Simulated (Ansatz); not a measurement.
## BaGaHO₂, first-principles data

BaGaHO2:
```xyz
5
Lattice="3.9758 0.0000 0.0000 0.0000 3.9758 0.0000 0.0000 0.0000 3.8471" Properties=species:S:1:pos:R:3 pbc="T T T"
Ba     1.9879     1.9879     1.9235
Ga     0.0000     0.0000     0.0000
O      1.9879     0.0000     0.0000
O      0.0000     1.9879     0.0000
H      0.0000     0.0000     1.9235
```

Space group P4/mmm (No. 123); conventional cell a = 3.976 Å, b = 3.976 Å, c = 3.847 Å, α = 90.00°, β = 90.00°, γ = 90.00°.

Method: PBEsol (plane waves, PAW; program Ansatz). The cell and atoms are relaxed at this level. Other levels are named where they apply.

### Cell and energy

* **Volume per atom**: 12.16 Å³
* **Density**: 6.56 g/cm³
* **Formation energy from the elements (no fitted shifts)**: -1.73 eV/atom

### Electronic structure

- Band gap = 0.35 eV (indirect)
- Valence-band maximum = at A
- Conduction-band minimum = at Z
- Smallest direct gap on the standard path = 0.47 eV
- Electron effective mass = 0.069, 0.18, 0.18 mₑ (principal values)
- Electron effective mass with spin–orbit coupling = 0.068, 0.18, 0.18 mₑ (principal values)
- HSE06 gap on the PBEsol cell = 1.94 eV
- Gap with spin–orbit coupling = 0.35 eV

### Mechanics

* **Bulk modulus (Birch–Murnaghan fit)**: 122 GPa
* **Pressure derivative B′**: 4.5
* **Elastic constants (relaxed ions, GPa)**: C11 = 220, C12 = 91.3, C13 = 79.0, C33 = 179, C44 = 91.3, C66 = 114
* **Mechanical stability**: stable (all eigenvalues of C positive)
* **Hill bulk and shear moduli**: 123 and 81.4 GPa
* **Young's modulus**: 200 GPa
* **Poisson's ratio**: 0.23
* **Debye temperature from the elastic constants**: 505 K

### Dielectric response

Electronic dielectric constant ε∞ (DFPT): 5.66 (xx = yy), 7.93 (zz)
Born charges (a third of the trace): Ba +2.77, Ga +3.66, O -2.61, H -1.21 e

### Phonons

Highest zone-centre frequency (without LO–TO term): 28.25 THz
Zone-centre stability: unstable, softest mode 37i cm⁻¹
Dynamical stability on the path: unstable, down to 47i cm⁻¹

The start of the workflow was typed in or built on a structure type; neither database checked (COD, Materials Project) lists it. Whether it is the stable phase at ambient conditions was not checked. The PBEsol relaxation kept the symmetry of its start. The references are the lowest solids computed at this level, not always the standard phases (solids in place of the gases). Spin–orbit coupling is left out wherever it is not named.

Potentials: the earlier of the program's two PAW sets. The files were generated under PBE; for other functionals the program regenerates the frozen cores, and for LDA and PBEsol the local potential too.
